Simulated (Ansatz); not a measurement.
## Trial structures of ScGa₃P₂: starts and ends

Theory: DFT PBE, scalar-relativistic, plane waves, PAW (Ansatz 0.2.0). Settings: cutoff 420 eV, Γ-centred meshes spaced at most about 0.3 Å⁻¹, and about 0.25 Å⁻¹ or finer for metals (2π included), Gaussian smearing. No spin polarisation in the final relaxations.

Each guess was relaxed in cell and atoms at zero pressure, within the symmetry of its start. Temperature and zero-point effects are left out. Coordination counts P atoms around Ga and Sc (those within 1.25 times the shortest such distance or 1.15 times the sum of covalent radii; the shortest distance is added where it is long for a bond; a slash parts the counts of unlike sites).

| guess | made from | start group | V start (Å³/atom) | end group | V end (Å³/atom) | coordination at the end | gap on mesh (eV) | E over the lowest end (meV/atom) |
| --- | --- | --- | --- | --- | --- | --- | --- | --- |
| 1 | Mg3HgAu2 type | P4/mmm | 17.8 | P4/mmm | 18.6 | Sc 2, Ga 4/8 from 3.1 Å | 0 | 129 |
| 2 | TlAg3Te2 type | Cmmm | 19.8 | Cmmm | 18.6 | Sc 4, Ga 4 from 2.7 Å/4+2 from 2.8 Å | 0 | 0 |
| 3 | NdB2Rh3 type | P6/mmm | 18.2 | P6/mmm | 18.0 | Sc 6, Ga 4 from 2.7 Å | 0 | 211 |
| 4 | random cell | P6/mmm | 22.1 | P6/mmm | 18.7 | Sc 12 from 3.9 Å, Ga 2 from 2.7 Å/6 from 2.8 Å | 0 | 429 |
| 5 | random cell | P6/mmm | 13.7 | P6/mmm | 31.2 | Sc 2, Ga 4 from 3.0 Å | 0 | 597 |
| 6 | random cell | P4/mmm | 18.7 | ? | ? | ? | ? | ? |

Guess 6 as it starts:

```cif
data_structure
_symmetry_space_group_name_H-M 'P4/mmm'
_symmetry_Int_Tables_number 123
_cell_length_a 3.8613
_cell_length_b 3.8613
_cell_length_c 7.5284
_cell_angle_alpha 90.000
_cell_angle_beta 90.000
_cell_angle_gamma 90.000
_cell_volume 112.25
loop_
_atom_site_label
_atom_site_type_symbol
_atom_site_symmetry_multiplicity
_atom_site_Wyckoff_symbol
_atom_site_fract_x
_atom_site_fract_y
_atom_site_fract_z
_atom_site_occupancy
Sc1 Sc 1 c 0.50000 0.50000 0.00000 1
Ga1 Ga 1 d 0.50000 0.50000 0.50000 1
Ga2 Ga 2 g 0.00000 0.00000 0.25906 1
P1 P 2 f 0.00000 0.50000 0.00000 1
```

Problem. Fill in the missing row: what does this guess relax into, and where does it rank?

Solution. It ends in space group P4/mmm (No. 123), with a = 5.069 Å, c = 5.408 Å, 23.2 Å³/atom and no gap. It lies 247 meV/atom over the lowest end, above guess 3 and below guess 4. Counting P atoms around Ga and Sc, this end has Sc 4, Ga 4 from 2.9 Å/8 from 3.7 Å and the lowest (guess 2) has Sc 4, Ga 4 from 2.7 Å/4+2 from 2.8 Å.

```cif
data_structure
_symmetry_space_group_name_H-M 'P 1'
_symmetry_Int_Tables_number 1
_cell_length_a 5.0690
_cell_length_b 5.0690
_cell_length_c 5.4085
_cell_angle_alpha 90.000
_cell_angle_beta 90.000
_cell_angle_gamma 90.000
_cell_volume 138.97
loop_
_atom_site_label
_atom_site_type_symbol
_atom_site_fract_x
_atom_site_fract_y
_atom_site_fract_z
_atom_site_occupancy
Sc1 Sc 0.50000 0.50000 0.00000 1
Ga1 Ga 0.50000 0.50000 0.50000 1
Ga2 Ga 0.00000 0.00000 0.24612 1
Ga3 Ga 0.00000 0.00000 0.75388 1
P1 P 0.00000 0.50000 0.00000 1
P2 P 0.50000 0.00000 0.00000 1
```

The zero of energy is the elements' standard structures at the same level; no fitted shifts are applied. The references include black phosphorus.

Problem. Is the lowest end bound against the elements?

Solution. Yes: its formation energy is −0.24 eV/atom. Whether it is stable depends on the other phases of the system, which aren't compared here.

The reference form of P is held partly by dispersion forces, which this level lacks. Cells relaxed within their symmetry can be saddle points. A lower structure may well exist outside this small set. Some structure types and database cells were kept out of the candidates from the start, so a known form may be missing.
